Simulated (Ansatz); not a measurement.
FeBiO3 (cubic perovskite, Pm-3m), PBEsol in the plane-wave PAW code Ansatz, all energies at zero smearing, with the estimated change up to a 700 eV cutoff added, with one set of potentials and settings (totals compare only within such a set). Cell of 5 atoms (1 Fe, 3 O, 1 Bi): -18371.476 eV.

| element | reference phase | E (eV/atom) |
|---|---|---|
| Fe | Im-3m, 1 atoms in the cell, spin-polarised | -4448.8520 |
| O | C2/m, 4 atoms in the cell, spin-polarised | -558.3554 |
| Bi | R-3m, 2 atoms in the cell | -12242.0039 |

Formation energy per atom, worked out: (-18371.476 − 1×(-4448.8520) − 3×(-558.3554) − 1×(-12242.0039))/5 = -1.111 eV/atom (-107 kJ per mol of atoms), at 0 K, without zero-point energy or fitted corrections.

The workflow started from an entry of the Crystallography Open Database (COD); the relaxed space group is not among those it files for this formula. It is not the phase usual at ambient conditions (space group No. 161). The cell was relaxed with PBEsol under the symmetry of its start; its stability against distortions is not shown here. The final state is ferromagnetic, chosen from 4 collinear starts compared on coarse meshes (ties went to the first, and starts can fall back to one state), not a proven ground state. No Hubbard U is applied. The references are the lowest solids computed at this level, not always the standard phases (solids in place of the gases). Spin–orbit coupling is left out wherever it is not named.

Potentials: the later of the program's two PAW sets.
